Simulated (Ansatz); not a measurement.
# One relaxed cell of AlCuBr4 at several levels

A database entry relaxed whole under r2SCAN at zero pressure (P-42c, No. 112):

```yaml
crystal:
  lattice:
    - [5.76063, 0.00000, 0.00000]
    - [0.00000, 5.76063, 0.00000]
    - [0.00000, 0.00000, 10.59072]
  atoms:
    - { symbol: Al, position: [0.50000, 0.00000, 0.25000] }
    - { symbol: Al, position: [0.00000, 0.50000, 0.75000] }
    - { symbol: Cu, position: [0.50000, 0.50000, 0.50000] }
    - { symbol: Cu, position: [0.50000, 0.50000, 0.00000] }
    - { symbol: Br, position: [0.73819, 0.23205, 0.37408] }
    - { symbol: Br, position: [0.23205, 0.26181, 0.62592] }
    - { symbol: Br, position: [0.26181, 0.76795, 0.37408] }
    - { symbol: Br, position: [0.76795, 0.73819, 0.62592] }
    - { symbol: Br, position: [0.73819, 0.76795, 0.12592] }
    - { symbol: Br, position: [0.23205, 0.73819, 0.87408] }
    - { symbol: Br, position: [0.26181, 0.23205, 0.12592] }
    - { symbol: Br, position: [0.76795, 0.26181, 0.87408] }
```

Its volume is 29.29 Å³ an atom, +0.9 % against the entry's 29.04, a measured cell (1998, 293 K).

Single points on this cell with plane-wave PAW DFT (Ansatz 0.2.0; r2SCAN 500 eV, hybrids 420 eV; fermi-dirac occupations of width 0.020 eV; no moments): r2SCAN on a 6×6×4 Γ-centred mesh; HSE06 on a 4×4×4 Γ-centred mesh; PBE0 on a 4×4×4 Γ-centred mesh.

How do gap, pressure and charges move from level to level?

The runs give:

| level | gap (eV), or kind | pressure (GPa) | Bader charge of Al (e) | Bader charge of Cu (e) | Bader charge of Br (e) |
| --- | --- | --- | --- | --- | --- |
| r2SCAN | 2.69 | 0.0 | +2.35 | +0.55 | -0.73 |
| HSE06 | 3.94 | 0.6 | +2.33 | +0.53 | -0.72 |
| PBE0 | 4.66 | 0.6 | +2.33 | +0.53 | -0.72 |

Under r2SCAN the gap is 2.69 eV, over mesh and band path. HSE06 moves it by +1.26 eV and PBE0 by +1.98 eV; PBE0 keeps its exact exchange at long range, which widens the gap over HSE06's by 0.72 eV on their common mesh.

Caveats: the relaxation kept the start's symmetry; HSE06 is read on its mesh and at the zone's corners, PBE0 on its mesh alone; hybrid pressures are good to a few tenths of a GPa; no spin-orbit coupling, which narrows gaps of heavier elements; pressure is positive in compression.
